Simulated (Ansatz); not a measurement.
MgS:
```xyz
2
Lattice="0.0000 2.5910 2.5910 2.5910 0.0000 2.5910 2.5910 2.5910 0.0000" Properties=species:S:1:pos:R:3 pbc="T T T"
S      0.0000     0.0000     0.0000
Mg     2.5910     2.5910     2.5910
```

Relaxed with PBEsol. Special points in fractions of this cell's reciprocal vectors: Γ (0.000, 0.000, 0.000); X (0.500, 0.000, 0.500); U (0.625, 0.250, 0.625); K (0.375, 0.375, 0.750); L (0.500, 0.500, 0.500); W (0.500, 0.250, 0.750).

Question: List the band energies nearest the valence-band maximum at these points for DFT-PBEsol in the program Ansatz with PAW potentials.

Answer: In eV from the valence-band maximum; about four levels below and three above (degenerate sets whole), none deeper than 8.9 eV; points with the same levels are listed once.

```tsv
k	below	above
Γ	0.00 0.00 0.00	3.69 7.81 7.81 7.81
X	-4.31 -1.73 -1.73	2.73 4.20 11.99
U	-3.81 -3.28 -1.40	3.83 6.60 9.65
L	-4.96 -0.61 -0.61	4.41 6.81 6.81
W	-3.33 -3.33 -2.43	5.25 7.83 7.83
```

Space group Fm-3m (rock salt). The cell was relaxed with PBEsol under the symmetry of its start.

Potentials: the later of the program's two PAW sets.
